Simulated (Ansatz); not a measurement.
Ag4Pb single point

Input file of Ansatz 0.2.0:

```yaml
crystal:
  lattice:
    - [0.0, 4.864792, 0.0]
    - [4.864792, 0.0, 0.0]
    - [2.432396, 2.432396, -4.599044]
  atoms:
    - { symbol: Ag, position: [0.245, 0.245, 0.51] }
    - { symbol: Ag, position: [0.755, 0.755, 0.49] }
    - { symbol: Ag, position: [0.5, 0.0, 0.0] }
    - { symbol: Ag, position: [0.0, 0.5, 0.0] }
    - { symbol: Pb, position: [0.0, 0.0, 0.0] }
  symmetry: { tolerance: 0.0003 }
kpoints:
  mp_grid: { grid: [8, 8, 8], shift: [0, 0, 0] }
  band_path:
    path:
      - [0.0, 0.0, 0.0]
      - [0.5, 0.5, 0.5]
      - [0.5, 0.5, 0.25]
      - [0.0, 0.5, 0.0]
      - [0.0, 0.0, 0.0]
      - [0.0, 0.0, -0.5]
      - [0.0, 0.36013681, -0.3199316]
      - [0.0, 0.63986319, 0.3199316]
      - [0.0, 0.0, 0.0]
      - [0.5, 0.5, 0.5]
      - [0.36013681, 0.63986319, 0.5]
    npoints: 6
magnetization:
  spin_polarized: false
scf:
  occupations: { method: fermi_dirac }
  lower_state_search: "off"
  max_iter: 200
hamiltonian:
  pseudopotentials: { kind: paw }
  xc: pbe
basis:
  ecutwfc: 420
  fft_grid_basis: typed
output:
  forces: true
  stress: true
  eigenvalues: true
  bader: true
  populations: true
  elf: true
  write_potential: true
  volumetric_format: npy
  dos:
    e_range: [-12, 8]
    de: 0.05
    projected: { site_lists: { Ag: [Ag], Pb: [Pb] } }
checkpoint:
  read: saved_state
```

The saved state is an earlier solution for the same cell, perhaps on another mesh. 

Excerpt of what it printed:

```
Pseudopotentials: kind: paw
Pseudopotential: Ag, paw, valence charge 19, recommended cutoff 420 eV (normal), Ag.paw.azcp
Pseudopotential: Pb, paw, valence charge 14, recommended cutoff 420 eV (normal), Pb.paw.azcp
Functional definition: PBE
  exchange = pbe_x(kappa = kappa, mu = beta*pi^2/3)
  correlation = pbe_c(beta = beta)
Crystal: 5 atoms, lattice volume = 108.842 Å³
Basis set: ecut = 420 eV, 2115 PW (Γ), exchange–correlation on 72×72×80 points (8 copies of the dense FFT grid, shifted against one another)
Bands: 54, of which v1, the nominal top of the filled ones, is band 45 counted from 1 (44 counted from 0)
Symmetry: 16 space group operations
Space group: I4/mmm (ITA 139), of the structure as read, at distance tolerance 1.4e-3 Å
k-points: 59 of 512
Initial density: read from a saved state, or passed on in memory by an earlier SCF of this step, an earlier step, the calling program or the single point that the run made first
Functional: x = pbe(κ = 0.804, μ = 0.2195), c = pbe(β = 0.0667)
SCF iter   1: F=—  Δρ=1.49e-3  dr2=3.08e-3
SCF iter   2: F=—  Δρ=7.63e-4  dr2=9.27e-4
SCF iter   3: F=—  Δρ=3.25e-4  dr2=2.53e-4
SCF iter   4: F=—  Δρ=1.11e-4  dr2=3.44e-5
SCF iter   5: F=—  Δρ=5.38e-5  dr2=4.99e-6
SCF iter   6: F=—  Δρ=2.52e-5  dr2=7.38e-7
SCF iter   7: F=—  Δρ=1.05e-5  dr2=1.20e-7
SCF iter   8: F=-42261.7554 eV  Δρ=2.57e-6  dr2=1.09e-8
Free energy (F): -42261.7554 eV
Harris-Foulkes:  -42261.7554 eV  (|F-HF|=1.87e-9)
Internal energy: -42261.7247 eV  (E = F + TS)
E sigma→0 (E₀):  -42261.7400 eV
Entropy (-TS):   -0.0307 eV (-6.137 meV/atom)
Fermi energy:    13.6168 eV
--- Per-component energies (eV) ---
  E_band       = -1263.7113
  E_kinetic    = 2421.2960
  E_local      = -12136.1484  (includes V_loc(G=0)·N_el)
  E_nonlocal   = 674.3918
  E_hartree    = 5425.6805
  E_xc         = -962.6200
  E_vxc        = -1075.5950  (∫ρ·V_xc dr)
  E_paw        = -26024.8478  (= ΣΔE_a)
  E_vpaw       = -1999.0232  (= ΣTr[D̂ρ^β])
  E_aug_tail   = 0.0013  (compensation charges beyond the density's cutoff)
  E_ewald      = -11659.4780
  E_smearing   = -0.0307  (= −TS)
--- Forces (eV/Å), atoms counted from 1 ---
  atom   1  Ag     0.0000     0.0000     7.6409
  atom   2  Ag     0.0000     0.0000    -7.6409
  atom   3  Ag     0.0000     0.0000     0.0000
  atom   4  Ag     0.0000     0.0000     0.0000
  atom   5  Pb     0.0000     0.0000     0.0000
--- Stress (GPa, compression-positive) ---
       20.9845       0.0000       0.0000
        0.0000      20.9845       0.0000
        0.0000       0.0000      44.2476
  P = ⅓ Tr σ = 28.7389 GPa (287.389 kbar)
--- Löwdin populations: 5 sites ---
  site symbol       q [e]
     0     Ag     18.6164
     1     Ag     18.6164
     2     Ag     18.5692
     3     Ag     18.5692
     4     Pb     15.1612
  spilling = 0.0052 (of n_electrons = 90.0000)
--- Bader charges: 5 sites ---
  site symbol  charge [e]  shift [e]
     0     Ag     -0.0142     0.0019
     1     Ag     -0.0142     0.0019
     2     Ag     -0.1391     0.0024
     3     Ag     -0.1391     0.0024
     4     Pb      0.3065     0.0087
```

Origin: a known structure type with other elements, at an estimated volume, so it need not be a known compound. Caveats: atoms or cell far from equilibrium.
